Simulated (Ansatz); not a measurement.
**What a change of settings does: TeAs**

First run: DFT, PBEsol, PAW with Ansatz's default frozen-core files, scalar-relativistic (Ansatz 0.2.0).

Command: `ansatz run input.yaml --threads 1 --pin off --max-ram 2048MiB --backend cpu --events-out ev --progress --plain --runs-dir out` It took 11 s on 1 thread of Arm Neoverse V1, on a shared host, peak memory 0.38 GiB.

```yaml
crystal:
  lattice:
    - [0.0, 2.967667, 2.967667]
    - [2.967667, 0.0, 2.967667]
    - [2.967667, 2.967667, 0.0]
  atoms:
    - { symbol: Te, position: [0.485, 0.485, 0.515] }
    - { symbol: As, position: [0.015, 0.015, -0.015] }
kpoints:
  mp_grid: { grid: [9, 9, 9] }
scf:
  occupations: { method: fermi_dirac, width: 0.05 }
hamiltonian:
  xc: pbesol
  pseudopotentials: { kind: paw }
output:
  forces: true
  stress: true
  eigenvalues: true
  populations: true
```

The cell is Materials Project entry mp-10051, used as a structure alone.

This run: one bond, the shortest of the undistorted cell, set to 2.790 Å.

It converges in 7 SCF iterations at a pressure of -1.96 GPa, largest force 0.572 eV/Å, cutoff 420 eV.

The input is then changed:

```diff
   occupations: { method: fermi_dirac, width: 0.05 }
+  algorithm: density_mixing
 hamiltonian:
   populations: true
+  write_density: true
+  write_potential: true
+  elf: true
+  volumetric_format: npy
```

What does the second run give?

It converges in 7 SCF iterations at a pressure of -1.96 GPa, largest force 0.572 eV/Å, cutoff 420 eV, free energy 0.0 meV/atom against the first run's.
